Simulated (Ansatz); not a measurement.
Relaxed-ion elastic tensor of BP in space group P6_422 (No. 181; B on 3c, P on 3d) in GPa (Voigt order), DFT-PBEsol in the program Ansatz with PAW potentials; density 3.26 g/cm³, 10.64 Å³ per atom.

```csv
,1,2,3,4,5,6
1,427,48.9,74.5,0.0,0.0,0.0
2,48.9,427,74.5,0.0,0.0,0.0
3,74.5,74.5,382,0.0,0.0,0.0
4,0.0,0.0,0.0,209,0.0,0.0
5,0.0,0.0,0.0,0.0,209,0.0
6,0.0,0.0,0.0,0.0,0.0,189
```

Is the crystal mechanically stable?

Yes: the smallest eigenvalue of C is 189 GPa.

Work out the Voigt, Reuss and Hill averages.

K_V = 181, K_R = 181, K_H = 181; G_V = 191, G_R = 188, G_H = 190 GPa.

Give Young's modulus, Poisson's ratio, Pugh's ratio and the universal anisotropy index.

E = 9KG/(3K + G) = 422 GPa; ν = 0.11; K/G = 0.96 (brittle by the Pugh limit of 1.75); A_U = 5G_V/G_R + K_V/K_R − 6 = 0.06.

Estimate the sound speeds and the Debye temperature.

v_l = √((K + 4G/3)/ρ) = 11500 m/s, v_t = √(G/ρ) = 7630 m/s, mean 8350 m/s; Θ = (h/k)(3n/4πV)^(1/3) v_m = 1130 K.

Solve the Christoffel equation for the three sound speeds along x, y, z.

Eigenvalues of C_ijkl n_j n_l equal ρv². In km/s, slowest first: x 7.61, 8.01, 11.44; y 7.61, 8.01, 11.44; z 8.01, 8.01, 10.83.

How much does each axis shrink under pressure?

Linear compressibilities β_i = Σ_j S_ij (j = 1 to 3): x 1.8, y 1.8, z 1.9 per TPa.

The start of the workflow was typed in or built on a structure type; neither database checked (COD, Materials Project) lists it. It is not the phase usual at ambient conditions (space group No. 216). The cell was relaxed with PBEsol under the symmetry of its start; of distortions, only those at the zone centre were tested. As this level gives no gap, shear constants depend on the k-mesh and smearing (Fermi–Dirac, 0.1 eV here).

Potentials: the later of the program's two PAW sets.
